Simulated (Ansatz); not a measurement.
A geometry of MoS2 away from equilibrium: the start of the relaxation of a relaxed MoS2 cell stretched uniformly to 150 % of its volume. These are r2SCAN (plane waves to 500 eV, PAW, scalar-relativistic; Ansatz, a first-principles code) values and carry that method's errors. Γ-centred k-mesh 7×7×7 on the run's cell (coarser than for final values), Fermi–Dirac smearing 0.05 eV.

```xyz
3
Lattice="1.8231 1.0526 7.4364 -1.8231 1.0526 7.4364 0.0000 -2.1052 7.4364" Properties=species:S:1:pos:R:3:forces:R:3 pbc="T T T" free_energy=-6779.164 pressure_GPa=-23.2
Mo     0.0000     0.0000    22.3091    0.0000    0.0000   -0.0006
S      0.0000     0.0000    16.6495    0.0000    0.0000   -3.6747
S      0.0000     0.0000    13.0955    0.0000    0.0000    3.6753
```

Positions in Å, forces in eV/Å, free energy of the cell in eV (comparable only within this code, potentials and settings). Largest force: 3.68 eV/Å, on S2, S3 (atoms numbered as listed); the geometry lies 1.01 eV/atom above the end of its relaxation.

No spin polarisation in the result. No dispersion correction is included, so spacings between layers, chains or molecules are soft and tend to come out too large.

The run could not lose the symmetry of its start.

Without dispersion the volume is uncertain too.
